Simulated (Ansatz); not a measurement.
## Calculated ¹¹⁹Sn Mössbauer parameters for InP with Sn replacing In

Cell: a supercell of InP (zinc blende type, F-43m) built from a COD entry (the entry's cell lengths or inner coordinates differ somewhat from later room-temperature determinations), with all atoms left at the host's positions.

Space group F-43m (No. 216); a = 17.5830 Å.

```
site  Wyckoff  site symmetry       x       y       z
  Sn       4a           -43m  0.0000  0.0000  0.0000
 In2      48h            ..m  0.1667  0.0000  0.1667
 In5      16e            .3m  0.3333  0.8333  0.1667
 In9      16e            .3m  0.6667  0.6667  0.3333
In15      24f           2.mm  0.5000  0.6667  0.5000
 P28      16e            .3m  0.0833  0.9167  0.0833
 P29      24g           2.mm  0.2500  0.9167  0.2500
 P33      48h            ..m  0.5833  0.7500  0.4167
 P41      16e            .3m  0.4167  0.5833  0.4167
 P54       4c           -43m  0.7500  0.2500  0.7500
```

One atom of each set is listed; the run and its k-mesh use a cell of 54 atoms with edges of 12.43, 12.43, 12.43 Å.

Level of theory: DFT, PBE, plane waves and PAW, scalar-relativistic, 420 eV cutoff, Γ-centred 2×2×2 k-points, Fermi–Dirac smearing 0.01 eV, cell charge -1 (Ansatz 0.2.0).

Isomer shifts (against SnO₂) follow from the electron density at the nucleus, δ = α(ρ − ρ₀), with α = 0.099 mm s⁻¹ a₀³ and ρ₀ = 183191.44 a₀⁻³ from a line fitted to 8 measured compounds at this level of theory (rms miss 0.12 mm/s). ΔE_Q = ½eQV_zz(1 + η²/3)^½ with Q = -0.132 b for the 23.9 keV state.

Problem. Where do the absorption lines lie?

Solution. Sn (1 atom a cell): δ = 2.13, |ΔE_Q| = 0.00 mm/s, a single line at 2.13 mm/s.

The run isn't spin-polarised, and a state with spin may lie lower. The defect repeats with the cell of 54 atoms, so it feels its images: sites between two images don't show the values beside a lone defect, and zeros or small values of η there can come from the images' arrangement. A uniform background compensates the cell's charge. The neighbours have not yet relaxed around the defect (largest force 0.090 eV/Å), so a real crystal will differ.
